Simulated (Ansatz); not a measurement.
Cs3HO: modes and screening against the lattice constant

The calculation used Ansatz, DFT PBE, scalar-relativistic, plane waves, PAW. Plane waves to 420 eV; Γ-centred k mesh 6×6×6; fixed occupations. No spin polarisation. Phonons by linear response, acoustic sum rule imposed.

The cell is fixed (symmetry leaves no force on the atoms) and stands under 0.5 GPa:
```
CELL_PARAMETERS angstrom
5.75850 0.00000 0.00000
0.00000 5.75850 0.00000
0.00000 0.00000 5.75850
ATOMIC_POSITIONS crystal
H 0.00000 0.00000 0.00000
O 0.50000 0.50000 0.50000
Cs 0.50000 0.50000 0.00000
Cs 0.50000 0.00000 0.50000
Cs 0.00000 0.50000 0.50000
```

Its imaginary modes show that this cell, the ideal cubic antiperovskite prototype, isn't a minimum of the energy. Spin–orbit coupling is left out, which matters for heavy elements.

Q: How do the optical zone-centre modes (counted from the lowest optical one, degenerate ones once; i marks imaginary ones; without the LO field) and the screening change over a = 5.584 and 5.759 Å?

A:
```tsv
a (Å)	5.584	5.759
pressure (GPa)	2.2	0.5
gap on the mesh (eV)	0.83	0.87
ε∞	3.29	3.22
mode 1 (cm⁻¹)	119i	144i
mode 4 (cm⁻¹)	31i	21i
mode 7 (cm⁻¹)	88	61
mode 10 (cm⁻¹)	120	88
```

Cost: 2 runs of about 17 core-minutes in all, on Arm Neoverse N1 (shared hosts).